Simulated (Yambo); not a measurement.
A G0W0@PBEsol run in Yambo for InAlSb2 (space group P-4m2, No. 115) (2×2×2 Γ-centred k mesh, 372 bands and a 7 Ry block in the screening, 372 bands in G with the Bruneval-Gonze terminator, plasmon pole fitted at 27.2 eV) gives these matrix elements, in eV, at the band edges (Γ → Γ):

| state | E0 | <Vxc> | <Σx> | <Σc(E0)> | Z |
|---|---|---|---|---|---|
| valence edge | 0.000 | -11.616 | -13.845 | 1.349 | 0.798 |
| conduction edge | 0.271 | -11.845 | -7.928 | -3.955 | 0.796 |

Q: Solve the linearised quasiparticle equation for both states, give the gap, and say how exchange and correlation each act on it.

A: E = E0 + Z(Σx + Σc − Vxc). Valence: 0.000 + 0.798 × (-13.845 + (1.349) − (-11.616)) = -0.70 eV. Conduction: 0.271 + 0.796 × (-7.928 + (-3.955) − (-11.845)) = 0.24 eV. The gap is 0.94 eV, against 0.27 eV in PBEsol. Replacing Vxc by bare exchange alone would open it by 6.15 eV; correlation takes back 5.30 eV of that, and Z scales what is left. Nearest settings tried, and what they do to the gap: 240 bands in G: +2 meV; 240 bands in W, 240 bands in G: +36 meV; 6 Ry block (229 vectors against 271): -2 meV; 2×2×1 mesh: -97 meV. So the settings aren't converged at that level. The k mesh is coarse. So small a PBEsol gap in heavy elements may be inverted, where one-shot corrections to single bands mislead.

The standard potentials for In, Sb keep a d shell in the valence without the s and p states of that shell. In tests on such compounds this moved G0W0 gaps by up to about 0.9 eV, so absolute quasiparticle energies here are unreliable; differences between settings are what counts.

Spin-orbit coupling is included.

Geometry relaxed with PBEsol; primitive cell a = 4.4811 Å, b = 4.4811 Å, c = 6.3151 Å, α = 90.00°, β = 90.00°, γ = 90.00°.

The structure is a Materials Project entry; no match was found in the copy of COD used, and its stability was not checked.
